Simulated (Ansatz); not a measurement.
Zn$_{3}$GaNO$_{3}$ in space group P3m1 (No. 156; Pearson symbol hP8) under volume change, plane-wave PAW PBEsol (Ansatz code), shape and atoms relaxed at each volume.

| V (Å³/atom) | E − E(relaxed) (meV/atom) | P (GPa) |
|---|---|---|
| 10.812 | 49.7 | 15.93 |
| 11.168 | 21.0 | 9.95 |
| 11.525 | 5.0 | 4.60 |
| 11.881 | 0.0 | 0.00 |
| 12.238 | 4.4 | -3.89 |
| 12.594 | 16.8 | -7.16 |
| 12.951 | 35.9 | -9.86 |

### Question
What does a third-order Birch–Murnaghan fit give for V₀, B₀ and B′?

### Answer
V₀ = 11.89 Å³/atom, B₀ = 139 GPa, B′ = 4.2.

The start of the workflow was typed in or built on a structure type; neither database checked (COD, Materials Project) lists it. Whether it is the stable phase at ambient conditions was not checked. The cell was relaxed with PBEsol under the symmetry of its start; its stability against distortions is not shown here.

Potentials: the earlier of the program's two PAW sets. The files were generated under PBE; for other functionals the program regenerates the frozen cores, and for LDA and PBEsol the local potential too.
